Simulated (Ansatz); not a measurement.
TaF3 single point

The input, for Ansatz 0.2.0 (plane waves, PAW):

```yaml
crystal:
  lattice:
    - [3.9332545, 0.0, 0.0]
    - [0.0, 3.9332545, 0.0]
    - [0.0, 0.0, 3.9332545]
  atoms:
    - { symbol: Ta, position: [0.0, 0.0, 0.0] }
    - { symbol: F, position: [0.5, 0.0, 0.0] }
    - { symbol: F, position: [0.0, 0.5, 0.0] }
    - { symbol: F, position: [0.0, 0.0, 0.5] }
  symmetry: { tolerance: 0.0003 }
kpoints:
  mp_grid: { grid: [9, 9, 9], shift: [0, 0, 0] }
  band_path:
    path:
      - [0.0, 0.0, 0.0]
      - [0.0, 0.5, 0.0]
      - [0.5, 0.5, 0.0]
      - [0.0, 0.0, 0.0]
      - [0.5, 0.5, 0.5]
      - [0.0, 0.5, 0.0]
      - [0.5, 0.5, 0.5]
      - [0.5, 0.5, 0.0]
    npoints: 8
magnetization:
  spin_polarized: false
scf:
  occupations: { method: fermi_dirac, width: 0.0573 }
  lower_state_search: "off"
  max_iter: 200
hamiltonian:
  pseudopotentials: { kind: paw }
  xc: r2scan
basis:
  ecutwfc: 500
  fft_grid_basis: typed
output:
  forces: true
  stress: true
  eigenvalues: true
  bader: true
  populations: true
  elf: true
  write_potential: true
  volumetric_format: npy
  dos:
    e_range: [-12, 8]
    de: 0.05
    projected: { site_lists: { F: [F], Ta: [Ta] } }
checkpoint:
  read: saved_state
```

The run starts from an earlier solution of this cell. 

Output (shortened):

```
SCF iter   1: F=-12374.8288 eV  Δρ=1.18e-3  dr2=2.60e-4  dr2_τ=6.69e-3
SCF iter   2: F=-12374.8293 eV  Δρ=3.39e-4  dr2=2.60e-5  dr2_τ=8.68e-6
SCF iter   3: F=-12374.8293 eV  Δρ=6.30e-5  dr2=1.13e-6  dr2_τ=2.51e-7
SCF iter   4: F=-12374.8293 eV  Δρ=1.02e-5  dr2=1.15e-7  dr2_τ=9.59e-9
SCF iter   5: F=-12374.8293 eV  Δρ=6.39e-6  dr2=3.74e-8  dr2_τ=1.31e-9
Free energy (F): -12374.8293 eV
Harris-Foulkes:  -12374.8293 eV  (|F-HF|=7.05e-9)
Internal energy: -12374.7922 eV  (E = F + TS)
E sigma→0 (E₀):  -12374.8108 eV
Entropy (-TS):   -0.0371 eV (-9.273 meV/atom)
Fermi energy:    9.8586 eV
--- Per-component energies (eV) ---
  E_band       = -413.1748
  E_kinetic    = 1002.1769
  E_local      = -3382.3197  (includes V_loc(G=0)·N_el)
  E_nonlocal   = 235.1254
  E_hartree    = 1298.0223
  E_xc         = -441.8798
  E_vxc        = -569.2200  (∫ρ·V_xc dr)
  E_paw        = -9034.4954  (= ΣΔE_a)
  E_vpaw       = -331.1038  (= ΣTr[D̂ρ^β])
  E_aug_tail   = 0.0031  (compensation charges beyond the density's cutoff)
  E_vtau       = 36.1236  (kinetic-family band-sum trace: ∫τ·v_τ [+ j·A + Jᵃ·Aᵃ] dr)
  E_ewald      = -2050.5745
  E_core_change = -0.8505  (= ΣΔE_core)
  E_smearing   = -0.0371  (= −TS)
--- Stress (GPa, compression-positive) ---
       17.4013       0.0000       0.0000
        0.0000      17.4013       0.0000
        0.0000       0.0000      17.4013
  P = ⅓ Tr σ = 17.4013 GPa (174.013 kbar)
--- Löwdin populations: 4 sites ---
  site symbol       q [e]
     0     Ta     11.6844
     1      F      7.4071
     2      F      7.4071
     3      F      7.4071
  spilling = 0.0028 (of n_electrons = 34.0000)
--- Bader charges: 4 sites ---
  site symbol  charge [e]  shift [e]
     0     Ta      2.3290     0.0067
     1      F     -0.7763     0.0022
     2      F     -0.7763     0.0022
     3      F     -0.7763     0.0022
```

Absolute energies hang on the potentials; compare differences alone.

Origin: a database entry at a rescaled volume. Caveats: many states at the Fermi level without spin polarisation, so a magnetic state may lie lower; atoms or cell far from equilibrium.
